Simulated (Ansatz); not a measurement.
All numbers below come from DFT PBE, scalar-relativistic, plane waves, PAW (Ansatz). All cells share a 420 eV cutoff and Γ-centred k meshes spaced at most about 0.3 Å⁻¹ (2π included). No spin polarisation in the final relaxations.

All energies are static (0 K, no zero-point motion).

Compare these two cells of Ga4AsP3, each relaxed at this level.

A.

```xyz
8
Lattice="3.9217 0.0000 0.0000 -1.9608 3.3963 0.0000 0.0000 0.0000 12.9373" Properties=species:S:1:pos:R:3 pbc="T T T"
Ga    0.0000    2.2642    6.5448
Ga    0.0000    2.2642   12.9147
Ga    1.9608    1.1321    3.1614
Ga    1.9608    1.1321    9.7263
P     0.0000    2.2642    2.3748
P     0.0000    2.2642    8.9347
P     1.9608    1.1321   12.1225
As    1.9608    1.1321    5.6469
```

B.

```xyz
8
Lattice="5.5638 0.0000 0.0000 0.0000 5.5638 0.0000 0.0000 0.0000 5.5638" Properties=species:S:1:pos:R:3 pbc="T T T"
Ga    4.1478    4.1478    4.1478
Ga    4.1478    1.4160    1.4160
Ga    1.4160    4.1478    1.4160
Ga    1.4160    1.4160    4.1478
P     2.7819    2.7819    0.0000
P     2.7819    0.0000    2.7819
P     0.0000    2.7819    2.7819
As    0.0000    0.0000    0.0000
```

Question: Which is lower in energy, and by how much?

Answer: B is lower, by 11 meV/atom. A has P and As ordered on wurtzite sites, space group P3m1 (No. 156), 21.5 Å³/atom and a gap of 0.93 eV on its mesh; B has P and As ordered on zinc blende sites, space group P-43m (No. 215), 21.5 Å³/atom and a gap of 1.16 eV. In A, around Ga on its first site lie 1 P at 2.39 Å and 3 As at 2.44 Å; around P on its first site lie 4 Ga at 2.40 Å; As has 4 Ga at 2.44–2.49 Å; 5 more sites not described. In B, around Ga lie 3 P at 2.40 Å and 1 As at 2.45 Å; P has 4 Ga at 2.40 Å; around As lie 4 Ga at 2.45 Å. Both come from invented guesses.

Kohn–Sham gaps at this level usually fall short of measured ones. Cells relaxed within their symmetry can be saddle points.
